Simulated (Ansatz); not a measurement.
La₂GeI₂:
```
La2GeI2
1.0
    2.19147     1.26524    10.51981
   -2.19147     1.26524    10.51981
    0.00000    -2.53049    10.51981
La Ge I
2 1 2
Direct
  0.61398   0.61398   0.61398
  0.38602   0.38602   0.38602
  0.00000   0.00000   0.00000
  0.78296   0.78296   0.78296
  0.21704   0.21704   0.21704
```

Relaxed with LDA. Special points in fractions of this cell's reciprocal vectors: Γ (0.000, 0.000, 0.000); T (0.500, 0.500, 0.500); H2 (0.824, 0.176, 0.500); H0 (0.500, -0.176, 0.176); L (0.500, 0.000, 0.000); S0 (0.338, -0.338, 0.000); S2 (0.662, 0.000, 0.338); F (0.500, 0.000, 0.500).

Problem. List the band energies nearest the valence-band maximum at these points for plane-wave PAW LDA with spin–orbit coupling (Ansatz code).

Solution. In eV from the valence-band maximum; about four levels below and three above (degenerate sets whole), none deeper than 8.9 eV; points with the same levels are listed once.

| k | below | above |
|---|---|---|
| Γ | -0.10 -0.10 0.00 0.00 | 1.52 1.52 1.62 1.62 |
| T | -0.19 -0.19 -0.06 -0.06 | 1.56 1.56 1.60 1.60 |
| H2 | -0.82 -0.82 -0.44 -0.44 | 1.65 1.65 1.71 1.71 |
| L | -0.39 -0.39 -0.03 -0.03 | 0.15 0.15 1.70 1.70 |
| S0 | -0.82 -0.82 -0.44 -0.44 | 1.66 1.66 1.73 1.73 |
| F | -0.41 -0.41 -0.10 -0.10 | 0.17 0.17 1.84 1.84 |

Space group R-3m. The workflow started from a Materials Project entry (that database holds measured and hypothetical structures alike); the Crystallography Open Database files this formula in space group No. 166, but the cells were not matched. Whether it is the stable phase at ambient conditions was not checked. Symmetry was held in the LDA relaxation; whether a distortion lowers the energy is not shown. A crystal of weakly bound layers computed without a dispersion correction: the cell and the soft elastic constants depend strongly on that.

Potentials: the later of the program's two PAW sets.
